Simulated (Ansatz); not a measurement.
The numbers come from plane-wave PAW DFT (Ansatz): r2SCAN, no spin polarisation, 500 eV, 4×4×8 Γ-centred k points, fermi-dirac occupations (width 0.1 eV). Nothing was relaxed.

Computed maps in the lattice plane spanned by a (left to right, 8.39 Å, 25 points from zero) and b (bottom to top, 9.97 Å, 26 points from zero), 90° apart, at height 0.250 along c. The fields are smooth PAW ones with compensation charges, not the true ones near nuclei.

Valence density. Digits on a logarithmic scale: 0 up to 0.03 e/Å³, each further digit a factor of 1.6, 9 from 1.3 e/Å³ up:
```
3333321000234432124577764
1111110002467765322345543
1000000014689997531123322
2110000025798698631011222
4432000025798798631001234
7764200014689997520002356
9986310012467765310003579
6897420012334432100013689
6897421112222210000013689
9986421223321100000002579
7754223455432111110001356
4432134677754333332100123
1100246888875555554200000
0000257865886678876420000
0000257877887899997530000
0000146888777899998631000
0000124566556899998531000
1111112333335789986420000
2344432111123567764310001
4567654200001334432111112
6799975310001111112233334
7999997420000000013566656
7999997420000000025788877
7899986420000000136887887
6778865310000000136873787
5556543100001100135788886
```

Problem. The cell is SICl. Which atoms lie within 0.2 Å of this plane, and where (fractions of a and b)?

Solution. S at (0.84, 0.05), S at (0.34, 0.45), I at (0.12, 0.12), I at (0.62, 0.38), Cl at (0.51, 0.83), Cl at (0.01, 0.67). The whole cell:
```xyz
12
Lattice="8.3861 0.0000 0.0000 0.0000 9.9708 0.0000 0.0000 0.0000 4.0356" Properties=species:S:1:pos:R:3 pbc="T T T"
S     7.0477    0.4965    1.0089
S     1.3384    9.4743    3.0267
S     2.8546    4.4889    1.0089
S     5.5315    5.4820    3.0267
I     0.9971    1.2394    1.0089
I     7.3890    8.7314    3.0267
I     5.1902    3.7460    1.0089
I     3.1959    6.2248    3.0267
Cl    4.2601    8.2518    1.0089
Cl    4.1260    1.7190    3.0267
Cl    0.0671    6.7044    1.0089
Cl    8.3190    3.2664    3.0267
```

Origin: a known structure type with other elements, at an estimated volume, so it need not be a known compound. Caveats: many states at the Fermi level without spin polarisation, so a magnetic state may lie lower.
